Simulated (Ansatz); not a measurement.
Cu Kα1 powder pattern (kinematic, no thermal factors).
```
2θ (°)  relative intensity
 10.95                  54
 21.99                  17
 31.77                  18
 33.25                  27
 33.69                 100
 38.97                  38
 44.85                   2
 46.65                  17
 56.00                  30
 56.59                  25
 56.96                   2
 57.83                   5
 61.45                   6
 66.37                   2
 66.70                  11
 67.24                  20
 67.50                  12
 69.81                   2
 70.85                   7
 74.95                   2
 76.28                   4
 78.73                   3
 83.70                   9
 84.50                   3
```

The pattern is computed from a structure relaxed with DFT PBE, scalar-relativistic, plane waves, PAW (Ansatz). No spin polarisation. Its elements are Al, N, Zr.

Q: Give the structure.

A: ZrAl2N3.
Space group P3m1 (No. 156). a = 3.250 Å, b = 3.250 Å, c = 8.077 Å, α = 90.00°, β = 90.00°, γ = 120.00°
```csv
atom,site,symmetry,x,y,z
Zr,1b,3m.,0.3333,0.6667,0.6725
Al,1a,3m.,0.0000,0.0000,0.0099
Al,1c,3m.,0.6667,0.3333,0.3184
N,1b,3m.,0.3333,0.6667,0.9436
N,1c,3m.,0.6667,0.3333,0.5569
N,1a,3m.,0.0000,0.0000,0.2487
```

A pattern alone doesn't exclude other cells with like lines; this is the one computed.

Another cell of ZrAl2N3 relaxed alike, in P-3m1, lies 39 meV/atom lower, so this cell isn't the stable form at this level.

The cell was found from a structure generator's guess, not taken from experiment.
